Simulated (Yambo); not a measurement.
Mg$_{2}$OsH$_{6}$ (space group Fm-3m, No. 225); a = 4.6918 Å, b = 4.6918 Å, c = 4.6918 Å, α = 60.00°, β = 60.00°, γ = 60.00°. With the G0W0 scissor the direct gap on the mesh is 4.51 eV.

Q: Can the lowest exciton of this BSE run be trusted, and with what binding energy? (Yambo, LDA bands; 8×8×8 mesh, 6 valence and 2 conduction bands, static screening with 47 bands and a 3 Ry block, scissor 1.28 eV, Tamm-Dancoff.)

A: The mesh holds a bound state, but the numbers are provisional. These are vertical excitations (zero momentum). The lowest state lies at 4.08 eV (dark for light along x, 3 states within 2 meV), the direct quasiparticle gap on this mesh at 4.51 eV. Its binding energy, counted from that gap, is 0.43 eV; it spreads over about 50 k points of the mesh. Convergence with the mesh was not shown. The first optically allowed state is at 4.31 eV. The scissor comes from a G0W0 run whose convergence isn't established. Spin-orbit coupling is left out, which matters for elements this heavy: edges can move by tenths of an eV.

Geometry of the Materials Project entry, not relaxed at this level.

The structure is a Materials Project entry; no match was found in the copy of COD used, and its stability was not checked.
